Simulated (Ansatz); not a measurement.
Theory: Ansatz, DFT PBEsol, scalar-relativistic, plane waves, PAW.

Cutoff 420 eV; k points 12×12×10 on the computed 4-atom cell (Γ-centred); Gaussian smearing, width 0.10 eV; no spin polarisation.

Structure with the computed forces (eV/Å) in the last three columns:

```xyz
4
Lattice="1.9525 -5.5144 0.0000 1.9525 5.5144 0.0000 0.0000 0.0000 4.7033" Properties=species:S:1:pos:R:3:forces:R:3 pbc="T T T" pressure_GPa=-10.50
Y     1.9525   -4.0440    3.5275    0.0000   -0.0220    0.0000
Y     1.9525    4.0440    1.1758    0.0000    0.0220    0.0000
Pd    1.9525   -0.9202    3.5275    0.0000    0.1420    0.0000
Pd    1.9525    0.9202    1.1758    0.0000   -0.1420    0.0000
```

Stress tensor (GPa, compression positive):

```
-10.03   0.00   0.00
  0.00 -10.88   0.00
  0.00   0.00 -10.61
```